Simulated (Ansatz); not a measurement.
CdTe:
```yaml
crystal:
  lattice:
    - [4.25422, 0.00000, 0.00000]
    - [-2.12711, 3.68426, 0.00000]
    - [0.00000, 0.00000, 3.79374]
  atoms:
    - { symbol: Cd, position: [0.00000, 0.00000, 0.00000] }
    - { symbol: Te, position: [0.66667, 0.33333, 0.50000] }
```

Relaxed with PBE. Special points in fractions of this cell's reciprocal vectors: Γ (0.000, 0.000, 0.000); M (0.500, 0.000, 0.000); K (0.333, 0.333, 0.000); A (0.000, 0.000, 0.500); L (0.500, 0.000, 0.500); H (0.333, 0.333, 0.500).

Question: List the band energies nearest the Fermi level at these points for PBE (plane waves, PAW; program Ansatz).

Answer: In eV from the Fermi level; about four levels below and three above (degenerate sets whole), none deeper than 8.9 eV; points with the same levels are listed once.

```csv
k,below,above
Γ,-0.59 -0.53 -0.53 -0.38,4.89 4.89 5.32
M,-8.20 -8.11 -5.09 -1.79,0.54 1.38 5.24
K,-8.24 -8.00 -4.84 -3.44,0.71 4.23 4.81
A,-8.28 -8.28 -8.24 -5.48,0.23 0.23 3.48
L,-3.77 -3.17 -1.12 -0.20,3.98 4.08 5.18
H,-3.37 -2.96 -1.43 -1.11,1.42 6.74 8.50
```

Space group P-6m2. A made-up cell: these elements were put on the sites of a structure type; neither database checked (COD, Materials Project) lists it. It is not the phase usual at ambient conditions (space group No. 216). The PBE relaxation kept the symmetry of its start; whether a distortion lowers the energy is not shown. Spin–orbit coupling is left out wherever it is not named.

Potentials: the later of the program's two PAW sets.
